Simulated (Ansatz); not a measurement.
Before relaxation, clean slab, lower planes held (HfN, Fm-3m (No. 225), (1 0 0) face):

```xyz
24
Lattice="6.4316 0.0000 0.0000 0.0000 6.4316 0.0000 0.0000 0.0000 20.5478" Properties=species:S:1:pos:R:3 pbc="T T T"
Hf    1.6079    1.6079    8.0000
Hf    1.6079    4.8237    8.0000
Hf    4.8237    1.6079    8.0000
Hf    4.8237    4.8237    8.0000
N     3.2158    3.2158    8.0000
N     3.2158    0.0000    8.0000
N     0.0000    3.2158    8.0000
N     0.0000    0.0000    8.0000
Hf    3.2158    3.2158   10.2739
Hf    3.2158    0.0000   10.2739
Hf    0.0000    3.2158   10.2739
Hf    0.0000    0.0000   10.2739
N     4.8237    4.8237   10.2739
N     4.8237    1.6079   10.2739
N     1.6079    4.8237   10.2739
N     1.6079    1.6079   10.2739
Hf    4.8237    4.8237   12.5478
Hf    4.8237    1.6079   12.5478
Hf    1.6079    4.8237   12.5478
Hf    1.6079    1.6079   12.5478
N     0.0000    0.0000   12.5478
N     0.0000    3.2158   12.5478
N     3.2158    0.0000   12.5478
N     3.2158    3.2158   12.5478
```

Level of theory: DFT PBE, scalar-relativistic, plane waves, PAW (Ansatz 0.2.0). Plane waves to 420 eV, a k mesh through Γ of 3×3×1 on the computed 24-atom cell and Gaussian smearing (0.10 eV); no spin polarisation. The cell repeats along c with a dipole correction in the vacuum.

Atoms 1, 2, 3, 4, 5, 6, 7, 8 (counted from 1) are held. The cell is fixed. Force threshold 0.03 eV/Å.

Q: Where does it end?

A: The energy falls by 0.682 eV in 5 steps, to:

```xyz
24
Lattice="6.4316 0.0000 0.0000 0.0000 6.4316 0.0000 0.0000 0.0000 20.5478" Properties=species:S:1:pos:R:3 pbc="T T T"
Hf    1.6079    1.6079    8.0000
Hf    1.6079    4.8237    8.0000
Hf    4.8237    1.6079    8.0000
Hf    4.8237    4.8237    8.0000
N     3.2158    3.2158    8.0000
N     3.2158    0.0000    8.0000
N     0.0000    3.2158    8.0000
N     0.0000    0.0000    8.0000
Hf    3.2158    3.2158   10.2416
Hf    3.2158    0.0000   10.2416
Hf    0.0000    3.2158   10.2416
Hf    0.0000    0.0000   10.2416
N     4.8237    4.8237   10.1880
N     4.8237    1.6079   10.1880
N     1.6079    4.8237   10.1880
N     1.6079    1.6079   10.1880
Hf    4.8237    4.8237   12.3843
Hf    4.8237    1.6079   12.3843
Hf    1.6079    4.8237   12.3843
Hf    1.6079    1.6079   12.3843
N     0.0000    0.0000   12.5940
N     0.0000    3.2158   12.5940
N     3.2158    0.0000   12.5940
N     3.2158    3.2158   12.5940
```

Spin–orbit coupling is left out, which can shift energies with elements as heavy as these.